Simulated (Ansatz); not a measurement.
Task: TiSi₂ in space group Fddd (No. 70; Si on 16f, Ti on 8a) is relaxed with the program Ansatz at the r²SCAN level (PAW). What lattice parameters of the conventional cell result?

Result: a = 4.775 Å, b = 8.226 Å, c = 8.530 Å.

Task: Give the free coordinates with the occupied sites.

Result: In one choice of origin and axes:

```json
[
 {"atom": "Si", "site": "16f", "symmetry": ".2.", "x": "0.0000", "y": "0.3379", "z": "0.0000"},
 {"atom": "Ti", "site": "8a", "symmetry": "222", "x": "0.0000", "y": "0.0000", "z": "0.0000"}
]
```

Task: Is it a metal or does it have a gap at this level?

Result: No gap at this level.

The cell was relaxed with r²SCAN under the symmetry of its start. No spin polarisation was allowed.

Potentials: the later of the program's two PAW sets.
